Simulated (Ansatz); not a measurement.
Here is the system:

NbRu:
```yaml
crystal:
  lattice:
    - [4.60964, 0.00000, 0.00000]
    - [0.00000, 3.06659, 0.00000]
    - [-1.54241, 0.00000, 6.77841]
  atoms:
    - { symbol: Nb, position: [0.69050, 0.00000, 0.32371] }
    - { symbol: Nb, position: [0.30950, 0.00000, 0.67629] }
    - { symbol: Nb, position: [0.00000, 0.00000, 0.00000] }
    - { symbol: Ru, position: [0.50000, 0.50000, 0.00000] }
    - { symbol: Ru, position: [0.20593, 0.50000, 0.34798] }
    - { symbol: Ru, position: [0.79407, 0.50000, 0.65202] }
```

This is the PBE-relaxed structure.

**Question.** All from plane-wave PAW PBE (Ansatz code), unless another level is named. Predict the density of states at the Fermi level.

**Answer.** 1.0 states/eV per atom (mean over ±0.08 eV).

**Question.** Predict the formation energy from the elements (no fitted shifts).

**Answer.** -0.21 eV/atom.

Space group P2/m. The start of the workflow was typed in or built on a structure type; neither database checked (COD, Materials Project) lists it. COD files the formula under space group No. 123, 221. Its standing as an ambient phase is unchecked. The PBE relaxation kept the symmetry of its start; its stability against distortions is not shown here. The run is not spin-polarised. The references are the lowest solids computed at this level, not always the standard phases. Spin–orbit coupling is left out wherever it is not named.

Potentials: the later of the program's two PAW sets.
